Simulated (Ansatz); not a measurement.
Structure search: one Mg₃ZrN candidate

Method: DFT PBE, scalar-relativistic, plane waves, PAW (Ansatz). Cutoff 420 eV, Gaussian smearing, Γ-centred meshes. Cell and atoms relax first on a coarse mesh and then on a finer one. In between, the cell is made exact in the group found at 0.06 Å. In metals the finer mesh still leaves noise of several meV/atom or more. The steps can't lower the symmetry of their start. No spin polarisation in the relaxation; trial moments died out in a coarse test.

Recipe of this trial structure of Mg₃ZrN: random cell by space group and Wyckoff sites (P4/mmm, No. 123). Its size is a rough estimate.

```
CELL_PARAMETERS angstrom
5.37381 0.00000 0.00000
0.00000 5.37381 0.00000
0.00000 0.00000 3.19257
ATOMIC_POSITIONS crystal
Mg 0.00000 0.50000 0.00000
Mg 0.50000 0.00000 0.00000
Mg 0.50000 0.50000 0.00000
Zr 0.00000 0.00000 0.50000
N 0.50000 0.50000 0.50000
```

Energies over the elements count from the elements' standard structures at the same level (N₂ as a molecule), with no fitted energy shifts.

Task: Describe the relaxed structure.

Result: The symmetry stays P4/mmm (No. 123). The volume per atom grows by 15.9 %, from 18.4 to 21.4 Å³. The shortest distance goes from 1.60 Å (Mg–N) to 1.85 Å (Mg–N). The ratio c/a of the conventional cell changes by a factor of 1.16. The energy falls by about 0.45 eV/atom (the start's value is from the coarse mesh). Conventional cell: a = 5.369 Å, c = 3.706 Å. Mg on a site of symmetry mmm is surrounded by 2 Mg at 2.68 Å, 4 N at 3.26 Å and 4 Zr at 3.26 Å; around Mg on a site of symmetry 4/mmm lie 2 N at 1.85 Å and 4 Mg at 2.68 Å; Zr is surrounded by 8 Mg at 3.26 Å and 2 Zr at 3.71 Å; N is surrounded by 2 Mg at 1.85 Å.

```yaml
crystal:
  lattice:
    - [5.36926, 0.00000, 0.00000]
    - [0.00000, 5.36926, 0.00000]
    - [0.00000, 0.00000, 3.70581]
  atoms:
    - { symbol: Mg, position: [0.00000, 0.50000, 0.00000] }
    - { symbol: Mg, position: [0.50000, 0.00000, 0.00000] }
    - { symbol: Mg, position: [0.50000, 0.50000, 0.00000] }
    - { symbol: Zr, position: [0.00000, 0.00000, 0.50000] }
    - { symbol: N, position: [0.50000, 0.50000, 0.50000] }
```

Task: Give its energy and gap.

Result:

* Formation energy: +0.76 eV/atom
* Gap on the 8×8×10 mesh of the 5-atom cell: 0 eV (a metal)

A positive value: parting into the elements would lower its energy.

The last run used Gaussian smearing of 0.10 eV. A structure relaxed within its symmetry needn't be a true minimum. In all, the 3 runs took 70 s on 1 thread of Arm Neoverse V1, on a shared host. Another cell of Mg3ZrN relaxed alike, in P4/mmm, lies 1.06 eV/atom lower, so this cell isn't the stable form at this level.
